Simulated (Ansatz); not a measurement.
PdSb2 (space group Pa-3)

```
PdSb2
1.0
    6.41610     0.00000     0.00000
    0.00000     6.41610     0.00000
    0.00000     0.00000     6.41610
Sb Pd
8 4
Direct
  0.37287   0.37287   0.37287
  0.62713   0.62713   0.62713
  0.12713   0.62713   0.87287
  0.87287   0.37287   0.12713
  0.87287   0.12713   0.62713
  0.12713   0.87287   0.37287
  0.62713   0.87287   0.12713
  0.37287   0.12713   0.87287
  0.00000   0.00000   0.00000
  0.50000   0.00000   0.50000
  0.50000   0.50000   0.00000
  0.00000   0.50000   0.50000
```

Method: LDA (plane waves to 420 eV, PAW, scalar-relativistic; Ansatz, a quantum-chemistry and plane-wave program). DFPT wavenumbers on a 6×6×6 k mesh, in cm⁻¹ and rounded to 5; i marks imaginary ones, q is in fractions of the reciprocal vectors of the cell shown, and the three acoustic modes at Γ are left out. PdSb2 is run without spin polarisation. PdSb2 was relaxed with its symmetry unable to fall. Spin-orbit coupling is left out, though Sb is heavy.

### Question
Does any mode at Γ come out imaginary?

### Answer
No imaginary mode at these points (lowest 65 cm⁻¹ at Γ); other wave vectors were not tested.

### Question
Predict the phonon wavenumbers at Γ.

### Answer
```json
[
 {"q": "Γ", "wavenumbers (cm⁻¹)": "65 (×3), 65, 85 (×2), 110 (×3), 115 (×2), 130 (×3), 160, 165, 165 (×3), 165 (×3), 175 (×3), 190 (×3), 200 (×3), 200 (×2)"}
]
```
